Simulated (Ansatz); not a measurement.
MgS:
```yaml
crystal:
  lattice:
    - [0.00000, 2.60256, 2.60256]
    - [2.60256, 0.00000, 2.60256]
    - [2.60256, 2.60256, 0.00000]
  atoms:
    - { symbol: Mg, position: [0.00000, 0.00000, 0.00000] }
    - { symbol: S, position: [0.50000, 0.50000, 0.50000] }
```

Relaxed with r²SCAN. Special points in fractions of this cell's reciprocal vectors: Γ (0.000, 0.000, 0.000); X (0.500, 0.000, 0.500); U (0.625, 0.250, 0.625); K (0.375, 0.375, 0.750); L (0.500, 0.500, 0.500); W (0.500, 0.250, 0.750).

Task: List the band energies nearest the valence-band maximum at these points for r²SCAN (plane waves, PAW; program Ansatz).

Result: In eV from the valence-band maximum; about four levels below and three above (degenerate sets whole), none deeper than 8.9 eV; points with the same levels are listed once.

```
k              below                above
-  -----------------  -------------------
Γ     0.00 0.00 0.00  4.64 8.48 8.48 8.48
X  -4.26 -1.72 -1.72      3.47 4.91 13.15
U  -3.75 -3.19 -1.40      4.56 7.31 10.39
L  -4.87 -0.62 -0.62       5.22 7.49 7.49
W  -3.27 -3.27 -2.34       5.92 8.59 8.59
```

Space group Fm-3m (rock salt). Symmetry was held in the r²SCAN relaxation.

Potentials: the earlier of the program's two PAW sets.
